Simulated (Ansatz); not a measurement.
In₂Se₃ (La2O3 or Ni2Al3 type, space group No. 164), DFT-r²SCAN+D4 in the program Ansatz with PAW potentials. The conduction-band minimum lies at Z, with 1 equivalent valley. Second derivatives d²E/dk² of the lowest band at one valley (eV·Å²), along Cartesian directions:

| direction | d²E/dk² |
|---|---|
| [100] | 49.65 |
| [010] | 20.40 |
| [001] | 23.24 |
| [110] | 35.06 |
| [101] | 36.47 |
| [011] | 13.08 |

### Question
Find the principal effective masses, the density-of-states mass and the conductivity mass.

### Answer
Off-diagonal terms follow from H_xy = H[110] − (H_xx + H_yy)/2, and m*/mₑ = 7.620 eV·Å² over each eigenvalue: 0.15, 0.25, 0.59. One valley's DOS mass (m₁m₂m₃)^(1/3) = 0.28, conductivity mass 3/(Σ 1/mᵢ) = 0.25 mₑ.

### Question
What effective density of states Nc follows at 300 K for parabolic valleys?

### Answer
Nc = 2.509e19 × 1 × (0.28)^(3/2) ≈ 3.7e18 cm⁻³.

Space group P-3m1 (La2O3 or Ni2Al3 type). The workflow started from a Materials Project entry (that database holds measured and hypothetical structures alike); the Crystallography Open Database copy checked does not list it. COD files the formula under space group No. 160, 166, 169, 170, so this cell is another polymorph or a model. Its standing as an ambient phase is unchecked. The r²SCAN+D4 relaxation kept the symmetry of its start; whether a distortion lowers the energy is not shown. Point labels and valley counts follow the cell and symmetry of the run, lower than the named group. Scalar-relativistic: spin–orbit coupling is off unless named, which matters more the heavier the elements.

Potentials: the later of the program's two PAW sets.

Edges and masses are those of Kohn–Sham bands, whose gap is no quasiparticle gap.
